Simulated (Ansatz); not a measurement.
How far is PAW off for P?

```
CELL_PARAMETERS angstrom
4.27290 0.00000 0.00000
0.00000 4.27290 0.00000
0.00000 0.00000 4.46556
ATOMIC_POSITIONS crystal
P 0.00000 0.00000 0.00000
```

Conventional cell: a = 4.273 Å, b = 4.273 Å, c = 4.466 Å, α = 90.00°, β = 90.00°, γ = 90.00°. P (atom 1) is surrounded by 6 P at 4.27 to 4.47 Å.

The cell comes from COD entry 1534547, which wasn't checked; take it as a given geometry. The listed cell was then made from it by scaling, straining or moving an atom.

All numbers are computed: DFT, PBEsol, PAW with Ansatz's default frozen-core files, scalar-relativistic (Ansatz 0.2.0); DFT, PBEsol, all-electron PAW with datasets made for the crystal, scalar-relativistic (Ansatz 0.2.0); DFT, PBEsol, all-electron LAPW, scalar-relativistic (Ansatz 0.2.0).

For PAW: a Γ-centred 10×10×9 k mesh, Fermi–Dirac smearing of 0.08 eV, cutoff 420 eV, no spin polarisation; the PAW files were made with PBE, and the program remakes their frozen cores for this functional. The crystal-made all-electron datasets (AE datasets) take a cutoff of 140 eV at this cell. LAPW targets a basis error of 0.25 meV/atom. The Ansatz runs share mesh, smearing and spin set-up. Plane-wave (PAW) pressures include the program's estimate of the Pulay term.

Stress and pressure are positive in compression.

```
       quantity    PAW  AE datasets   LAPW
 pressure (GPa)  -3.61        -3.61  -3.61
stress xx (GPa)  -3.88        -3.88  -3.88
stress zz (GPa)  -3.08        -3.08  -3.08
```

PAW's pressure differs from the LAPW value by about 0.01 GPa or less. Datasets made for the crystal and LAPW share parts of one code, so their agreement isn't an independent check.
